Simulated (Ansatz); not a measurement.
# Orbital-resolved density of states of HfB

```xyz
2
Lattice="0.0000 2.3100 2.3100 2.3100 0.0000 2.3100 2.3100 2.3100 0.0000" Properties=species:S:1:pos:R:3 pbc="T T T"
Hf    2.3100    2.3100    2.3100
B     0.0000    0.0000    0.0000
```

Atom numbers follow the list: Hf1, B2.

The cell comes from COD entry 1511179, which wasn't checked; take it as a given geometry.

Spin polarisation is left out, and whether a magnetic state lies lower isn't shown here.

Spin–orbit coupling is left out, though it moves levels of the heavy atoms by tenths of an eV or more.

Method: DFT, PBE, all-electron LAPW, scalar-relativistic in Ansatz 0.2.0.

The runs use a Γ-centred 15×15×15 k mesh, Fermi–Dirac smearing of 0.05 eV, basis error target 0.25 meV/atom, no spin polarisation.

States per eV for one atom of each kind, in 0.4 eV bins named by their centres, from the Fermi level, projected on a minimal set of Löwdin-orthogonalised atomic shells; orbitals are real harmonics on the Cartesian axes, equal curves share a column, and empty bins are left out, as is all above 3.9 eV, near the top of the computed bands.

Hf1 4f:

```
# E all fz3 fxz2=fyz2 fz(x2-y2) fxyz fx(x2-3y2)=fy(3x2-y2)
-9.9 34.92 4.98 4.99 4.99 5.00 4.99
-5.9 0.01 0.00 0.00 0.00 0.00 0.00
-5.5 0.01 0.00 0.00 0.00 0.00 0.00
```

Hf1 5d:

```
# E all dz2=dx2-y2 dxz=dyz=dxy
-9.9 0.02 0.01 0.00
-8.3 0.01 0.00 0.00
-7.9 0.01 0.00 0.00
-7.5 0.02 0.01 0.00
-7.1 0.04 0.02 0.00
-6.7 0.19 0.09 0.01
-6.3 0.29 0.13 0.01
-5.9 0.35 0.16 0.01
-5.5 0.43 0.19 0.01
-5.1 0.22 0.09 0.02
-4.7 0.03 0.01 0.00
-4.3 0.03 0.00 0.01
-3.9 0.11 0.01 0.03
-3.5 0.22 0.03 0.05
-3.1 0.30 0.05 0.07
-2.7 0.34 0.06 0.07
-2.3 0.36 0.08 0.07
-1.9 0.27 0.05 0.05
-1.5 0.49 0.06 0.12
-1.1 1.95 0.27 0.47
-0.7 1.19 0.35 0.16
-0.3 0.71 0.21 0.10
0.1 0.46 0.13 0.07
0.5 0.33 0.08 0.05
0.9 0.24 0.06 0.04
1.3 0.18 0.03 0.04
1.7 0.12 0.01 0.03
2.1 0.17 0.00 0.05
2.5 0.28 0.01 0.09
2.9 0.33 0.01 0.11
3.3 0.37 0.01 0.12
3.7 0.44 0.03 0.13
```

B2 2p:

```
# E all pz=px=py
-9.9 0.03 0.01
-8.7 0.01 0.00
-8.3 0.01 0.00
-7.9 0.02 0.01
-7.5 0.03 0.01
-7.1 0.04 0.01
-6.7 0.05 0.02
-6.3 0.06 0.02
-5.9 0.06 0.02
-5.5 0.06 0.02
-5.1 0.06 0.02
-4.7 0.01 0.00
-4.3 0.02 0.01
-3.9 0.09 0.03
-3.5 0.19 0.06
-3.1 0.28 0.09
-2.7 0.33 0.11
-2.3 0.41 0.14
-1.9 0.30 0.10
-1.5 0.42 0.14
-1.1 1.66 0.55
-0.7 0.91 0.30
-0.3 0.58 0.19
0.1 0.39 0.13
0.5 0.30 0.10
0.9 0.24 0.08
1.3 0.20 0.07
1.7 0.13 0.04
2.1 0.15 0.05
2.5 0.25 0.08
2.9 0.22 0.07
3.3 0.19 0.06
3.7 0.17 0.06
```

Hf1 6s:

```
# E all
-9.5 0.01
-9.1 0.04
-8.7 0.06
-8.3 0.07
-7.9 0.07
-7.5 0.08
-7.1 0.09
-6.7 0.10
-6.3 0.09
-5.9 0.07
-5.5 0.05
-5.1 0.03
-3.9 0.01
-3.5 0.03
-3.1 0.04
-2.7 0.04
-2.3 0.04
-1.9 0.02
-1.5 0.01
-1.1 0.01
-0.7 0.01
-0.3 0.01
2.9 0.01
3.3 0.01
3.7 0.01
```

B2 2s:

```
# E all
-9.9 0.03
-9.5 0.01
-9.1 0.02
-8.7 0.03
-8.3 0.05
-7.9 0.06
-7.5 0.08
-7.1 0.11
-6.7 0.21
-6.3 0.28
-5.9 0.34
-5.5 0.43
-5.1 0.26
-4.7 0.04
-4.3 0.03
-3.9 0.08
-3.5 0.07
-3.1 0.07
-2.7 0.06
-2.3 0.05
-1.9 0.03
-1.5 0.03
-1.1 0.07
-0.7 0.02
-0.3 0.02
0.1 0.01
0.5 0.01
0.9 0.01
2.5 0.01
2.9 0.01
3.3 0.01
3.7 0.02
```
